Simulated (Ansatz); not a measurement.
BN (h-BN type, space group P6_3/mmc)

```yaml
crystal:
  lattice:
    - [2.50046, 0.00000, 0.00000]
    - [-1.25023, 2.16546, 0.00000]
    - [0.00000, 0.00000, 6.41170]
  atoms:
    - { symbol: B, position: [0.33333, 0.66667, 0.25000] }
    - { symbol: B, position: [0.66667, 0.33333, 0.75000] }
    - { symbol: N, position: [0.33333, 0.66667, 0.75000] }
    - { symbol: N, position: [0.66667, 0.33333, 0.25000] }
```

Scan: atom 4 (N, nearest neighbour B at 1.444 Å; its periodic images, 2.5 Å or more away, move with it) is displaced along Cartesian x, direction (1.000, 0.000, 0.000) in Cartesian axes, by s. The other atoms stay.

The numbers are results of PBEsol-D3(BJ) (plane waves to 420 eV, PAW, scalar-relativistic; Ansatz, an electronic-structure program), not measurements. k mesh 12×12×4 (Γ-centred), Fermi-Dirac smearing 0.05 eV. The energy includes the smearing's −TS. Left out: 4 of 11 points, with atoms too close for the PAW data. BN was relaxed with its symmetry unable to fall. The zero of ΔE is the undisplaced structure.

The scan covers s from -0.258 to 0.258 Å in 7 points.

Is the energy the same for equal positive and negative displacements?

Even: the same for both signs. With its periodic images moving along, the atom's site symmetry in this cell is -6m2.

What is the force constant k = d²E/ds² of this move at s = 0?

42.2 eV/Å².

(For displaced atoms, the force is minus the slope of the energy, and its curvature is a force constant, which sets phonon frequencies.)
